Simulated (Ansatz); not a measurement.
BaS, in the lowest of the structures calculated here: Fm-3m (No. 225), cF8, rock salt type; a = 6.4252 Å, b = 6.4252 Å, c = 6.4252 Å, α = 90.00°, β = 90.00°, γ = 90.00°; S 4a (0.000, 0.000, 0.000); Ba 4b (0.500, 0.500, 0.500). Level of theory: r2SCAN (plane waves to 500 eV, PAW, scalar-relativistic; Ansatz, an electronic-structure program). Element references, the lowest calculated here: Ba (Im-3m), S (Fddd).

Total energies (eV/atom, σ → 0; comparable only within this code, potentials and settings):

| phase | E (eV/atom) |
|---|---|
| BaS (Fm-3m) | -3437.566 |
| Ba (Im-3m) | -5964.460 |
| S (Fddd) | -905.816 |
| BaS2 (C2/c) | -2593.703 |

What is the formation energy of this Fm-3m form of BaS from the elements?

E_f = -3437.566 − [1 × (-5964.460) + 1 × (-905.816)] / 2 = -2.43 eV/atom (-4.9 eV per formula unit).

Is it stable against the other phases calculated?

Yes: the most favourable decomposition, BaS → 0.5 Ba + 0.5 BaS2 (BaS2 C2/c, Ba Im-3m), costs 1.17 eV/atom.

Over what range of chemical potentials is BaS stable among the phases calculated here? Give the corners of its window as Δμ = μ − μ(element).


| in equilibrium with | Δμ(Ba) (eV) | Δμ(S) (eV) |
|---|---|---|
| Ba | 0.00 | -4.86 |
| BaS2 | -4.69 | -0.16 |

At every corner Σ nΔμ equals the formation energy, about -4.9 eV per formula unit; the corners carry the error of several atoms' energies, a few 0.01 eV.

Hull of the energies calculated here, no anion corrections, zero temperature, no zero-point energy; an uncalculated phase could lie lower. Values are rounded to 0.01 eV/atom. The compounds carry no spin polarisation.
